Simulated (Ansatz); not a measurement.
**Clamped-ion strain scan in Ge**

The calculation used DFT r2SCAN, scalar-relativistic, plane waves, PAW in Ansatz. Cutoff 500 eV, Γ-centred 8×8×8 k-points, Gaussian smearing of 0.15 eV. No spin polarisation. Energies are free energies at this smearing, counted from the undisturbed cell; pressure is positive in compression.

Reference structure (relaxed at this level; this form isn't the usual structure):

```yaml
crystal:
  lattice:
    - [-3.48417, 3.48417, 3.48417]
    - [3.48417, -3.48417, 3.48417]
    - [3.48417, 3.48417, -3.48417]
  atoms:
    - { symbol: Ge, position: [0.50000, 0.00000, 0.79890] }
    - { symbol: Ge, position: [0.79890, 0.50000, 0.00000] }
    - { symbol: Ge, position: [0.00000, 0.79890, 0.50000] }
    - { symbol: Ge, position: [0.70110, 0.70110, 0.70110] }
    - { symbol: Ge, position: [0.50000, 0.00000, 0.20110] }
    - { symbol: Ge, position: [0.20110, 0.50000, 0.00000] }
    - { symbol: Ge, position: [0.00000, 0.20110, 0.50000] }
    - { symbol: Ge, position: [0.29890, 0.29890, 0.29890] }
```

The cell is strained by ε times the Voigt pattern (1, -1, 0, 0, 0, 0) (xx, yy, zz, yz, xz, xy; engineering shear) with fractional coordinates fixed. The cell is metallic on the mesh throughout.

```tsv
ε	ΔE (meV/atom)	stress summed along the pattern (GPa, tension positive)	pressure (GPa)
-0.0600	56.4	-13.51	1.0
-0.0300	14.4	-7.26	0.2
0.0000	0.0	0.00	0.0
0.0150	3.7	3.71	0.1
0.0450	33.2	11.16	0.6
```